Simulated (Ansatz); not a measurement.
MoS2: do the settings matter for the field gradients?

Cell: an entry of the Crystallography Open Database (COD), atoms as given.

Space group P6_3/mmc (No. 194); a = 3.1690, c = 12.3240 Å, γ = 120.00°.

| site | Wyckoff | site symmetry | x | y | z |
| --- | --- | --- | --- | --- | --- |
| Mo | 2c | -6m2 | 0.3333 | 0.6667 | 0.2500 |
| S | 4f | 3m. | 0.3333 | 0.6667 | 0.6230 |

One atom of each set is listed.

Reference run. Level of theory: DFT, PBE, plane waves and PAW, scalar-relativistic, collinear spin, 420 eV cutoff, Γ-centred 11×11×3 k-points, Fermi–Dirac smearing 0.02 eV (Ansatz 0.2.0). Start moments as typed (μB): 2 on each Mo, none on the rest.

**Question.** The input is changed as follows: `hamiltonian.xc`: pbe → lda; `scf.mixing.algorithm`: not typed → anderson; `scf.mixing.beta`: not typed → 0.3; `accuracy`: not typed → medium. What happens to V_zz (10²¹ V/m²) and η?

**Answer.** 

| site | V_zz reference | η reference | V_zz changed | η changed |
| --- | --- | --- | --- | --- |
| Mo | -7.53 | 0.00 | -7.64 | 0.00 |
| S | -5.24 | 0.00 | -5.26 | 0.00 |

The largest change of V_zz is on Mo, from -7.53 to -7.64. In per cent, |V_zz| changes by +1 on Mo, 0 on S (all sites that start above 0.5). At these positions the changed run has forces up to 0.5 eV/Å, so its atoms aren't at their own equilibrium. Its pressure is -6 GPa, against 2 GPa in the reference run. SCF iterations: 10 and 13. New warnings: stability check not made.

On the reference run: Without spin–orbit coupling (the program notes it for Mo) the gradients can shift somewhat, as the gap is small. The start moments die out, and the run ends without spin.
